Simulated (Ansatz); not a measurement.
**VPO5: 17O NMR of the central transition**

Cell: a computed structure from the Materials Project (it need not be an observed phase).

Space group Cc (No. 9); a = 6.8610, b = 7.7702, c = 7.5100 Å, β = 113.44°.

| site | Wyckoff | site symmetry | x | y | z |
| --- | --- | --- | --- | --- | --- |
| V | 4a | 1 | 0.2865 | 0.2313 | 0.5378 |
| P | 4a | 1 | 0.4964 | 0.4249 | 0.2495 |
| O5 | 4a | 1 | 0.8019 | 0.0387 | 0.1280 |
| O6 | 4a | 1 | 0.1910 | 0.0374 | 0.3653 |
| O9 | 4a | 1 | 0.5542 | 0.6907 | 0.6092 |
| O10 | 4a | 1 | 0.4349 | 0.6938 | 0.8822 |
| O13 | 4a | 1 | 0.4798 | 0.1487 | 0.7200 |

One atom of each set is listed; the run and its k-mesh use a cell of 14 atoms with edges of 5.18, 5.18, 7.51 Å.

The numbers come from a DFT calculation in Ansatz (PBE, plane waves and PAW, scalar-relativistic, 420 eV cutoff, Γ-centred 4×4×3 k-points, Fermi–Dirac smearing 0.02 eV).

17O has I = 5/2 and Q = -25.58 mb (Pyykkö 2018); at 23.5 T its Larmor frequency is ν₀ = 135.7 MHz. Only the quadrupole interaction is simulated: positions count from each site's isotropic chemical shift, and J coupling is left out, as are shift anisotropy and dipolar coupling, which fast spinning averages.

Q: Simulate the second-order pattern (fast magic-angle spinning, Gaussian broadening 0.2 kHz) of site O10 (1 P at 1.54 Å, 1 V at 1.92 Å, angle 158°).

A: The calculation gives C_Q = -6.68 MHz and η = 0.11, so ν_Q = 1.00 MHz and the centre of gravity lies at -14.6 ppm (-1.98 kHz).

```json
{"offset (kHz)": "-5.148", "height": "0"}
{"offset (kHz)": "-4.992", "height": "2"}
{"offset (kHz)": "-4.835", "height": "6"}
{"offset (kHz)": "-4.679", "height": "6"}
{"offset (kHz)": "-4.522", "height": "7"}
{"offset (kHz)": "-4.366", "height": "7"}
{"offset (kHz)": "-4.209", "height": "7"}
{"offset (kHz)": "-4.053", "height": "7"}
{"offset (kHz)": "-3.896", "height": "7"}
{"offset (kHz)": "-3.740", "height": "8"}
{"offset (kHz)": "-3.583", "height": "8"}
{"offset (kHz)": "-3.426", "height": "9"}
{"offset (kHz)": "-3.270", "height": "26"}
{"offset (kHz)": "-3.113", "height": "65"}
{"offset (kHz)": "-2.957", "height": "87"}
{"offset (kHz)": "-2.800", "height": "70"}
{"offset (kHz)": "-2.644", "height": "56"}
{"offset (kHz)": "-2.487", "height": "51"}
{"offset (kHz)": "-2.331", "height": "48"}
{"offset (kHz)": "-2.174", "height": "47"}
{"offset (kHz)": "-2.018", "height": "46"}
{"offset (kHz)": "-1.861", "height": "47"}
{"offset (kHz)": "-1.705", "height": "48"}
{"offset (kHz)": "-1.548", "height": "51"}
{"offset (kHz)": "-1.392", "height": "54"}
{"offset (kHz)": "-1.235", "height": "61"}
{"offset (kHz)": "-1.078", "height": "74"}
{"offset (kHz)": "-0.922", "height": "100"}
{"offset (kHz)": "-0.765", "height": "96"}
{"offset (kHz)": "-0.609", "height": "54"}
{"offset (kHz)": "-0.452", "height": "9"}
{"offset (kHz)": "-0.296", "height": "0"}
```

At O10 V_zz points along the line of its two bonds (within 4°).

The largest force is 1.5 eV/Å, so the atoms aren't at the calculated equilibrium and relaxing them would move these values.
